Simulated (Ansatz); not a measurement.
MgInGaO4:
```yaml
crystal:
  lattice:
    - [1.67200, 0.96533, 8.43274]
    - [-1.67200, 0.96533, 8.43274]
    - [0.00000, -1.93066, 8.43274]
  atoms:
    - { symbol: In, position: [0.99797, 0.99797, 0.99797] }
    - { symbol: Ga, position: [0.21237, 0.21237, 0.21237] }
    - { symbol: Mg, position: [0.78447, 0.78447, 0.78447] }
    - { symbol: O, position: [0.13509, 0.13509, 0.13509] }
    - { symbol: O, position: [0.87603, 0.87603, 0.87603] }
    - { symbol: O, position: [0.28858, 0.28858, 0.28858] }
    - { symbol: O, position: [0.70548, 0.70548, 0.70548] }
```

Cartesian axes are those of the cell as given.

Q: Give the proper piezoelectric stress tensor with relaxed ions from plane-wave PAW PBEsol (Ansatz code).

A: In C/m², rows x, y, z, Voigt columns; mesh uncertainty up to 0.00.
```
 0.00   0.00   0.00   0.00   0.19  -0.22
-0.22   0.22   0.00   0.19   0.00   0.00
 0.24   0.24  -0.83   0.00   0.00   0.00
```

The elastic tensor of the same run (GPa):

```json
[
 {"": "1", "1": "242", "2": "133", "3": "111", "4": "-10.2", "5": "0.0", "6": "0.0"},
 {"": "2", "1": "133", "2": "242", "3": "111", "4": "10.2", "5": "0.0", "6": "0.0"},
 {"": "3", "1": "111", "2": "111", "3": "238", "4": "0.0", "5": "0.0", "6": "0.0"},
 {"": "4", "1": "-10.2", "2": "10.2", "3": "0.0", "4": "67.2", "5": "0.0", "6": "0.0"},
 {"": "5", "1": "0.0", "2": "0.0", "3": "0.0", "4": "0.0", "5": "67.2", "6": "-10.2"},
 {"": "6", "1": "0.0", "2": "0.0", "3": "0.0", "4": "0.0", "5": "-10.2", "6": "54.3"}
]
```

Q: Convert to strain constants d = e·S.

A: In pC/N:
```
 0.0   0.0   0.0   0.0   2.2  -3.7
-1.8   1.8   0.0   2.2   0.0   0.0
 2.3   2.3  -5.6   0.0   0.0   0.0
```

Space group R3m. The cell is a constructed one: a structure type filled with these elements; neither database checked (COD, Materials Project) lists it. Its standing as an ambient phase is unchecked. The PBEsol relaxation kept the symmetry of its start; its stability against distortions is not shown here. Signs of piezoelectric constants follow the polarity of the cell as given.

Potentials: the earlier of the program's two PAW sets. The files were generated under PBE; for other functionals the program regenerates the frozen cores, and for LDA and PBEsol the local potential too.
